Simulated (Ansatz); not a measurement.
One crystal and one scan (energy over volume and axial ratio) at two levels, PBE (plane waves to 420 eV, PAW, scalar-relativistic; Ansatz, a program for electronic structure) and r2SCAN (plane waves to 500 eV, PAW, scalar-relativistic; Ansatz), each from its own relaxed cell and on its own mesh. The cell shown is that of PBE.

BN (zinc blende)

```
BN
1.0
    0.00000     1.81236     1.81236
    1.81236     0.00000     1.81236
    1.81236     1.81236     0.00000
N B
1 1
Direct
  0.75000   0.75000   0.75000
  0.00000   0.00000   0.00000
```

The relaxed cell is deformed in two ways at once: its volume V is scaled, and at that volume it is stretched along z (the c axis of the conventional cell) so that c/a changes. Fractional atomic positions are held.

Energies are smeared free energies. BN was relaxed with its symmetry unable to fall. Percentages come from the unrounded values. Both scans cover V/V₀ from 0.960 to 1.040 and (c/a)/(c/a)₀ from 0.880 to 1.120.

Results of PBE:

| Quantity | Result |
|---|---|
| Lattice constant a (Å) | 3.625 |
| Band gap of the relaxed cell, no spin-orbit coupling (eV) | 4.46 |
| Shear modulus C′ = (C11 − C12)/2 (fit, atoms clamped) (GPa) | 305 |

Q: Estimate the r2SCAN values.

A: 
```csv
quantity,r2SCAN,PBE − r2SCAN
Lattice constant a (Å),3.610,+0.015 (+0.4 %)
"Band gap of the relaxed cell, no spin-orbit coupling (eV)",5.00,-0.54 (-11 %)
"Shear modulus C′ = (C11 − C12)/2 (fit, atoms clamped) (GPa)",324,-19 (-5.8 %)
```

PBE gives the higher value for: lattice constant a. PBE gives the lower value for: band gap of the relaxed cell, no spin-orbit coupling; shear modulus C′. Neither level is exact: the differences show how much the result hangs on the functional.

(Under strain, the slope of the energy per volume gives the stress and its curvature an elastic modulus.)
